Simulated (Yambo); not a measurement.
Yambo run on CdCl2 (space group R-3m, No. 166). The wavefunctions are PBEsol (Quantum ESPRESSO, PseudoDojo norm-conserving, 102 Ry, without SOC) ones on a 4×4×4 mesh (17 occupied bands); a = b = c = 6.2651 Å, α = β = γ = 35.85°.

Yambo input:

```
rim_cut
gw0
dyson
el_el_corr
HF_and_locXC
cohsex
em1s
RandQpts= 1000000
RandGvec= 1 Ry
EXXRLvcs= 102 Ry
VXCRLvcs= 408 Ry
Chimod= "HARTREE"
% BndsRnXs
 5 | 146 |
%
NGsBlkXs= 8 Ry
% LongDrXs
 1.0 | 1.0 | 1.0 |
%
ExtendOut
% QPkrange
 1 | 1 | 17 | 18 |
 7 | 7 | 17 | 17 |
%
```

k points by index: 1 = Γ, 7 = F.

The o-*.qp file then holds:

```
#    K-point    Band    Eo [eV]    E [eV]    E-Eo [eV]    Vxc [eV]    Vnlxc [eV]    Sc|Eo [eV]    Re(Z)    Im(Z)
#
    1    17    -0.210835    -3.800321    -3.589487    -16.01739    -20.39374    0.786867    1.000000    0.000000
    1    18    3.313005    2.805364    -0.507641    -11.62760    -7.415269    -4.719972    1.000000    0.000000
    7    17    0.000000    -3.637247    -3.637247    -15.73610    -20.13447    0.761127    1.000000    0.000000
```
(The two width columns are left out.) Convergence of these settings isn't established.

Geometry relaxed with PBE+D3(BJ).
